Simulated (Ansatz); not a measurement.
Ansatz input

```yaml
crystal:
  lattice:
    - [2.7782269006, 0.0, 0.0]
    - [0.0, 2.7782269006, 0.0]
    - [0.0, 0.0, 2.7782269006]
  atoms:
    - { symbol: Ta, position: [0.0, 0.0, 0.0] }
hamiltonian:
  xc: blyp
  pseudopotentials:
    kind: paw
    azcp:
      Ta: "pseudopotentials/Ta.paw.azcp"
basis:
  ecutwfc: 420
  fft_grid_basis: typed
kpoints:
  mp_grid: { grid: [18, 18, 18], shift: [0, 0, 0] }
magnetization:
  spin_polarized: false
scf:
  occupations: { method: fermi_dirac, width: 0.1 }
```

Output

```
Engine: ansatz 0.2.0, x86_64-unknown-linux-gnu
Pseudopotentials: kind: paw
Pseudopotential: Ta, paw, valence charge 13, recommended cutoff 420 eV (normal) 
Functional definition: BLYP
  parameter beta = 0.0042
  parameter a = 0.04918
  parameter b = 0.132
  parameter c = 0.2533
  parameter d = 0.349
  exchange = b88_x(beta = beta)
  correlation = lyp_c(a = a, b = b, c = c, d = d)
Crystal: 1 atoms, lattice volume = 21.444 Å³
Basis set: ecut = 420 eV, 437 PW (Γ), exchange–correlation on 40×40×40 points (8 copies of the dense FFT grid, shifted against one another)
Bands: 11, of which v1, the nominal top of the filled ones, is band 7 counted from 1 (6 counted from 0)
Symmetry: 48 space group operations
Space group: Pm-3m (ITA 221), of the structure as read, at distance tolerance 2.8e-5 Å
k-points: 220 of 5832
Non-local potential: Ta, projectors of the file, l = 0: 3, l = 1: 2, l = 2: 2, l = 3: 1
PAW form: soft (Blöchl's): semilocal exchange-correlation on the pseudo side does not see the compensation charge
PAW frozen core: Ta, regenerated for the run's functional, and the local potential with it (the file was generated under x = pbe(κ = 0.804, μ = 0.2195149727645171), c = pbe(β = 0.06672455060314922))
PAW one-centre angular grid: Ta, 590 points (default); XC on 64 Gauss nodes
Initial density: superposition of atomic densities (neutral atoms: chi_scale 0, normalization atom), corrected by the library's trained network
Initial wavefunctions: pseudopotential atomic-orbital guess
Functional: x = b88, c = lyp
SCF iter   1: F=—  HF=-9955.232763 eV  |F-HF|=—  |Δ(HF+E_count)|=         —  Δρ=8.62e-3  dr2=2.48e-2  ethr=1.77e-3  ⟨swp⟩=5.0  Hψ=14040  notcnv=0
SCF iter   2: F=—  HF=-9955.227654 eV  |F-HF|=—  |Δ(HF+E_count)|=   5.11e-3  Δρ=5.34e-3  dr2=9.71e-3  ethr=1.90e-4  ⟨swp⟩=1.0  Hψ=4183  notcnv=0
SCF iter   3: F=—  HF=-9955.225496 eV  |F-HF|=—  |Δ(HF+E_count)|=   2.16e-3  Δρ=6.12e-4  dr2=9.39e-5  ethr=7.47e-5  ⟨swp⟩=2.2  Hψ=3003  notcnv=0
SCF iter   4: F=—  HF=-9955.225496 eV  |F-HF|=—  |Δ(HF+E_count)|=   1.59e-8  Δρ=9.70e-5  dr2=9.00e-7  ethr=7.22e-7  ⟨swp⟩=2.0  Hψ=2978  notcnv=0
iter 5 did not close the SCF: its close was put off for the readings that it lacked (scf_convergence_deferred on its scf_iter line)
SCF iter   5: F=-9955.225497 eV  HF=-9955.225497 eV  |F-HF|=3.64e-8  |Δ(HF+E_count)|=   6.42e-7  Δρ=1.72e-5  dr2=5.54e-8  ethr=6.92e-9  ⟨swp⟩=2.6  Hψ=3642  notcnv=0
SCF iter   6: F=-9955.225497 eV  HF=-9955.225497 eV  |F-HF|=5.98e-10  |Δ(HF+E_count)|=   1.55e-8  Δρ=1.88e-6  dr2=3.84e-10  ethr=4.26e-10  ⟨swp⟩=1.0  Hψ=7046  notcnv=0
SCF 1 converged in 6 iterations: F = -9955.225497 eV  dr2 = 3.84e-10
SCF converged after 6 iterations
Free energy (F): -9955.225497 eV
Harris-Foulkes:  -9955.225497 eV  (|F-HF|=5.98e-10)
Internal energy: -9955.185837 eV  (E = F + TS)
E sigma→0 (E₀):  -9955.205667 eV
Entropy (-TS):   -0.039659 eV (-39.659 meV/atom)
Fermi energy:    15.750332 eV
--- Per-component energies (eV) ---
  E_band       = -143.402110
  E_kinetic    = 364.135376
  E_local      = -696.463432  (includes V_loc(G=0)·N_el)
  E_nonlocal   = 15.486949
  E_hartree    = 241.834235
  E_xc         = -213.823962
  E_vxc        = -198.224222  (∫ρ·V_xc dr)
  E_paw        = -8423.948885  (= ΣΔE_a)
  E_vpaw       = -112.005448  (= ΣTr[D̂ρ^β])
  E_aug_tail   = 0.000162  (compensation charges beyond the density's cutoff)
  E_ewald      = -1242.640972
  E_core_change = 0.234691  (= ΣΔE_core)
  E_smearing   = -0.039659  (= −TS)
  E_closure    = 0.000000  (closes the sum)
  Σ components = -9955.225497   (vs F -9955.225497, Δ=0.00e0)
```
